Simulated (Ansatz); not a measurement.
Consider the following.

WC (zinc blende, F-43m), a = b = c = 4.6788 Å, α = β = γ = 90.00°; the cell used has 2 atoms.

This is the r²SCAN-relaxed structure.

All from the program Ansatz at the r²SCAN level (PAW), unless another level is named. Estimate the electronic character.

metallic (no gap).

Give the density of states at the Fermi level.

0.52 states/eV per atom (mean over ±0.08 eV).

Give the formation energy from the elements (no fitted shifts).

0.51 eV/atom.

Next, the gap with spin–orbit coupling?

none (metallic).

The start of the workflow was typed in or built on a structure type; neither database checked (COD, Materials Project) lists it. It is not the phase usual at ambient conditions (space group No. 187). The r²SCAN relaxation kept the symmetry of its start; whether a distortion lowers the energy is not shown. The run is not spin-polarised. Its formation energy is positive at this level, so the cell may be metastable or incomplete. The references are the lowest solids computed at this level, not always the standard phases. Scalar-relativistic: spin–orbit coupling is off unless named, which matters more the heavier the elements.

Potentials: the earlier of the program's two PAW sets.
